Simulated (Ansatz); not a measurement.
AlCrSi in space group P4/nmm (No. 129; Cr on 2a, Al on 2c, Si on 2c), PBEsol (plane waves, PAW; program Ansatz), all energies at zero smearing, with the estimated change up to a 700 eV cutoff added, with one set of potentials and settings (totals compare only within such a set). Cell of 6 atoms (2 Cr, 2 Al, 2 Si): -8991.564 eV.

| element | reference phase | E (eV/atom) |
|---|---|---|
| Cr | Im-3m, 1 atoms in the cell | -3349.2032 |
| Al | Fm-3m, 1 atoms in the cell | -524.5512 |
| Si | Fd-3m, 2 atoms in the cell | -621.4938 |

Formation energy per atom, worked out: (-8991.564 − 2×(-3349.2032) − 2×(-524.5512) − 2×(-621.4938))/6 = -0.178 eV/atom (-17 kJ per mol of atoms), at 0 K, without zero-point energy or fitted corrections.

The start of the workflow was typed in or built on a structure type; neither database checked (COD, Materials Project) lists it. Its standing as an ambient phase is unchecked. Symmetry was held in the PBEsol relaxation, as lowered by the spin order; whether a distortion lowers the energy is not shown. The final state is antiferromagnetic, chosen from 5 collinear starts compared on coarse meshes (ties went to the first, and starts can fall back to one state), not a proven ground state. The references are the lowest solids computed at this level, not always the standard phases.

Potentials: the earlier of the program's two PAW sets. The files were generated under PBE; for other functionals the program regenerates the frozen cores, and for LDA and PBEsol the local potential too.
